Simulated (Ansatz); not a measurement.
## Property card for Mg

Mg:
```xyz
3
Lattice="5.0731 0.0000 0.0000 -2.5366 4.3935 0.0000 0.0000 0.0000 3.0769" Properties=species:S:1:pos:R:3 pbc="T T T"
Mg     0.0000     0.0000     0.0000
Mg     0.0000     2.9290     1.5385
Mg     2.5366     1.4645     1.5385
```

Space group P6/mmm (No. 191); conventional cell a = b = 5.073 Å, c = 3.077 Å, α = β = 90.00°, γ = 120.00°.

Method: plane-wave PAW r²SCAN (Ansatz code). Geometry: relaxed at this level of theory. Other levels are named where they apply.

### Cell and energy

- Volume per atom = 22.86 Å³
- Density = 1.77 g/cm³

### Electronic structure

- Electronic character = metallic (no gap)
- Density of states at the Fermi level = 0.38 states/eV per atom (mean over ±0.08 eV)

### Mechanics

- Bulk modulus (Birch–Murnaghan fit): 37.9 GPa
- Pressure derivative B′: 3.8
- Elastic constants (relaxed ions, GPa): C11 = 70.0, C12 = 33.3, C13 = 12.2, C33 = 84.7, C44 = 8.0
- Mechanical stability: stable (all eigenvalues of C positive)
- Hill bulk and shear moduli: 37.7 and 15.5 GPa
- Young's modulus: 40.9 GPa
- Poisson's ratio: 0.32
- Debye temperature from the elastic constants: 348 K

A made-up cell: these elements were put on the sites of a structure type; the Crystallography Open Database copy checked does not list it. It is not the phase usual at ambient conditions (space group No. 194). Symmetry was held in the r²SCAN relaxation; whether a distortion lowers the energy is not shown. As this level gives no gap, shear constants depend on the k-mesh and smearing (Fermi–Dirac, 0.1 eV here). Axis ratios of metals converge slowly with the k-mesh, so a and c are less sure than the volume.

Potentials: the earlier of the program's two PAW sets.
